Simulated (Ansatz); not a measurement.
ScSnCN:
```
CELL_PARAMETERS angstrom
      3.58436     0.00000     0.00000
     -1.79218     3.10415     0.00000
      0.00000     0.00000     5.46311
ATOMIC_POSITIONS crystal
  Sc 0.33333 0.66667 0.52539
  Sn 0.66667 0.33333 0.00575
  C  0.33333 0.66667 0.11019
  N  0.66667 0.33333 0.60866
```

Relaxed with r²SCAN. Special points in fractions of this cell's reciprocal vectors: Γ (0.000, 0.000, 0.000); M (0.500, 0.000, 0.000); K (0.333, 0.333, 0.000); A (0.000, 0.000, 0.500); L (0.500, 0.000, 0.500); H (0.333, 0.333, 0.500).

Problem. List the band energies nearest the valence-band maximum at these points for plane-wave PAW r²SCAN with spin–orbit coupling (Ansatz code).

Solution. In eV from the valence-band maximum; about four levels below and three above (degenerate sets whole), none deeper than 8.9 eV; points with the same levels are listed once.

| k | below | above |
|---|---|---|
| Γ | -0.09 -0.09 0.00 0.00 | 2.14 2.14 4.04 4.04 |
| M | -1.13 -1.13 -0.65 -0.65 | 3.10 3.10 3.40 3.40 |
| K | -1.82 -1.81 -0.59 -0.56 | 2.54 2.56 3.32 |
| A | -0.20 -0.20 -0.11 -0.11 | 3.28 3.28 4.45 4.45 |
| L | -1.11 -1.11 -0.83 -0.83 | 2.56 2.56 3.53 3.53 |
| H | -1.54 -1.54 -1.01 -1.00 | 2.45 2.47 3.23 |

Space group P3m1. The start of the workflow was typed in or built on a structure type; neither database checked (COD, Materials Project) lists it. Whether it is the stable phase at ambient conditions was not checked. The cell was relaxed with r²SCAN under the symmetry of its start; its stability against distortions is not shown here. The run is not spin-polarised.

Potentials: the earlier of the program's two PAW sets.
